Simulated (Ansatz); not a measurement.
K$_{2}$PdF$_{6}$:
```xyz
9
Lattice="5.7217 0.0000 0.0000 -2.8609 4.9552 0.0000 0.0000 0.0000 4.6734" Properties=species:S:1:pos:R:3 pbc="T T T"
K      0.0000     3.3034     3.3728
K      2.8609     1.6517     1.3006
Pd     0.0000     0.0000     0.0000
F      4.3295     0.8038     3.6287
F     -1.4686     4.1514     1.0447
F      2.8609     3.3475     3.6287
F      0.0000     1.6076     1.0447
F      1.3922     0.8038     3.6287
F      1.4686     4.1514     1.0447
```

PBEsol (plane waves, PAW; program Ansatz) gives a gap of 2.12 eV without spin–orbit coupling, maximum at H, minimum at L.

Task: What happens when spin–orbit coupling is switched on?

Result: The gap drops by 0.02 eV, to 2.10 eV; maximum at H, minimum at L.

Task: Give the hole effective mass with spin–orbit coupling.

Result: 4.0, 23, 23 mₑ (principal values).

Space group P-3m1. The first step of the workflow began from a Materials Project structure, measured or hypothetical; the Crystallography Open Database files this formula in space group No. 164, but the cells were not matched. Whether it is the stable phase at ambient conditions was not checked. Symmetry was held in the PBEsol relaxation; whether a distortion lowers the energy is not shown. No spin polarisation was allowed.

Potentials: the later of the program's two PAW sets.
